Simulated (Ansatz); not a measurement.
HgSe:
```
HgSe
1.0
    0.00000     3.13000     3.13000
    3.13000     0.00000     3.13000
    3.13000     3.13000     0.00000
Se Hg
1 1
Cartesian
  4.69500   4.69500   4.69500
  0.00000   0.00000   0.00000
```

Relaxed with PBE.

Task: List the phonon frequencies at the special points (DFPT on a 4×4×4 q-mesh, Fourier-interpolated; PBE (plane waves, PAW; program Ansatz)).

Result: In cm⁻¹; no LO–TO term at Γ, as the run had none.

```csv
q,frequencies
Γ,0 0 0 110 110 110
X,18 18 91 152 152 153
U,22 23 85 147 149 163
K,22 23 85 147 149 163
L,22 22 81 132 132 162
W,22 30 84 147 155 162
```

Space group F-43m (zinc blende). The PBE relaxation kept the symmetry of its start; phonons on a q-mesh show no instability. As this level gives no gap, phonon frequencies hold no LO–TO term and depend on the k-mesh and smearing (Fermi–Dirac, 0.1 eV here). Spin–orbit coupling is left out wherever it is not named.

Potentials: the later of the program's two PAW sets.
